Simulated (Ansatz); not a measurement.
TaAsO₅:
```
CELL_PARAMETERS angstrom
     11.66137     0.00000     0.00000
      0.00000     5.50717     0.00000
      0.00000     0.00000     6.87282
ATOMIC_POSITIONS crystal
  Ta 0.05896 0.25000 0.16098
  Ta 0.94104 0.75000 0.83902
  Ta 0.44104 0.75000 0.66098
  Ta 0.55896 0.25000 0.33902
  As 0.84604 0.25000 0.52755
  As 0.15396 0.75000 0.47245
  As 0.65396 0.75000 0.02755
  As 0.34604 0.25000 0.97245
  O  0.20491 0.25000 0.01791
  O  0.79509 0.75000 0.98209
  O  0.29509 0.75000 0.51791
  O  0.70491 0.25000 0.48209
  O  0.12268 0.49911 0.34854
  O  0.87732 0.50089 0.65146
  O  0.37732 0.50089 0.84854
  O  0.62268 0.49911 0.15146
  O  0.62268 0.00089 0.15146
  O  0.37732 0.99911 0.84854
  O  0.87732 0.99911 0.65146
  O  0.12268 0.00089 0.34854
  O  0.41393 0.25000 0.18703
  O  0.58607 0.75000 0.81297
  O  0.08607 0.75000 0.68703
  O  0.91393 0.25000 0.31297
  O  0.00000 0.00000 0.00000
  O  0.50000 0.00000 0.50000
  O  0.50000 0.50000 0.50000
  O  0.00000 0.50000 0.00000
```

Relaxed with r²SCAN. Special points in fractions of this cell's reciprocal vectors: Γ (0.000, 0.000, 0.000); X (0.500, 0.000, 0.000); S (0.500, 0.500, 0.000); Y (0.000, 0.500, 0.000); Z (0.000, 0.000, 0.500); U (0.500, 0.000, 0.500); R (0.500, 0.500, 0.500); T (0.000, 0.500, 0.500).

List the band energies nearest the valence-band maximum at these points for plane-wave PAW r²SCAN (Ansatz code).

In eV from the valence-band maximum; about four levels below and three above (degenerate sets whole), none deeper than 8.9 eV; points with the same levels are listed once.

```json
[
 {"k": "Γ", "below": "-0.53 -0.48 -0.06 0.00", "above": "3.69 3.74 4.06"},
 {"k": "X", "below": "-0.48 -0.48 -0.04 -0.04", "above": "3.72 3.72 4.18 4.18"},
 {"k": "S", "below": "-0.43 -0.43 -0.43 -0.43", "above": "4.64 4.64 4.64 4.64"},
 {"k": "Y", "below": "-0.52 -0.52 -0.45 -0.45", "above": "4.60 4.60 4.76 4.76"},
 {"k": "Z", "below": "-0.38 -0.38 -0.01 -0.01", "above": "3.77 3.77 4.60 4.60"},
 {"k": "U", "below": "-0.37 -0.37 0.00 0.00", "above": "3.76 3.76 4.49 4.49"},
 {"k": "R", "below": "-0.55 -0.55 -0.55 -0.55", "above": "4.37 4.37 4.37 4.37"},
 {"k": "T", "below": "-0.66 -0.66 -0.57 -0.57", "above": "4.35 4.35 4.37 4.37"}
]
```

Space group Pnma. The workflow started from a Materials Project entry (that database holds measured and hypothetical structures alike); the Crystallography Open Database copy checked does not list it. Whether it is the stable phase at ambient conditions was not checked. Symmetry was held in the r²SCAN relaxation; whether a distortion lowers the energy is not shown. No spin polarisation was allowed. Spin–orbit coupling is left out wherever it is not named.

Potentials: the later of the program's two PAW sets.
